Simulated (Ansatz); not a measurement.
An elastic tensor (GPa, Voigt order, standard axes) from the program Ansatz at the r²SCAN level (PAW):

|  | 1 | 2 | 3 | 4 | 5 | 6 |
|---|---|---|---|---|---|---|
| 1 | 136 | 11.9 | 11.9 | 0.0 | 0.0 | 0.0 |
| 2 | 11.9 | 136 | 11.9 | 0.0 | 0.0 | 0.0 |
| 3 | 11.9 | 11.9 | 136 | 0.0 | 0.0 | 0.0 |
| 4 | 0.0 | 0.0 | 0.0 | 18.1 | 0.0 | 0.0 |
| 5 | 0.0 | 0.0 | 0.0 | 0.0 | 18.1 | 0.0 |
| 6 | 0.0 | 0.0 | 0.0 | 0.0 | 0.0 | 18.1 |

Q: Which compound is it?
(A) SnSe, rock salt
(B) TiPt3, Cu3Au type
(C) SiC, rock salt
(D) GaCo, CsCl type

A: A, SnSe, rock salt

Space group Fm-3m (rock salt). The cell is a constructed one: a structure type filled with these elements; the Crystallography Open Database files this formula in space group No. 225, but the cells were not matched. It is not the phase usual at ambient conditions (space group No. 62). The cell was relaxed with r²SCAN under the symmetry of its start; whether a distortion lowers the energy is not shown. As this level gives no gap, shear constants depend on the k-mesh and smearing (Fermi–Dirac, 0.1 eV here). Scalar-relativistic: spin–orbit coupling is off unless named, which matters more the heavier the elements.

Potentials: the later of the program's two PAW sets.
